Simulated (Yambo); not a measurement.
Given:

```
K2TiF6
1.0
    5.68506     0.00000     0.00000
   -2.84253     4.92341     0.00000
    0.00000     0.00000     4.59016
F K Ti
6 2 1
Direct
  0.31684   0.15842   0.77230
  0.68316   0.84158   0.22770
  0.84158   0.15842   0.77230
  0.15842   0.84158   0.22770
  0.84158   0.68316   0.77230
  0.15842   0.31684   0.22770
  0.33333   0.66667   0.69779
  0.66667   0.33333   0.30221
  0.00000   0.00000   0.00000
```

Workflow: LDA (Quantum ESPRESSO, PseudoDojo norm-conserving, 84 Ry, scalar-relativistic), then G0W0 in Yambo (3×3×2 Γ-centred k mesh, bands 2 to 198 and a 7 Ry block in the screening, 198 bands in G with the Bruneval-Gonze terminator, plasmon pole fitted at 27.2 eV).

Task: Give the LDA and G0W0 gaps between the band edges found on this mesh, and say where the edges lie.

Result: Edges: Γ → Γ. LDA: 4.93 eV; G0W0: 9.46 eV. Nearest settings tried, and what they do to the gap: 157 bands in W, 157 bands in G: -3 meV; 6 Ry block (229 vectors against 283): +70 meV. Not varied: mesh. So the settings aren't converged at that level. 

Geometry of the Materials Project entry, not relaxed at this level.
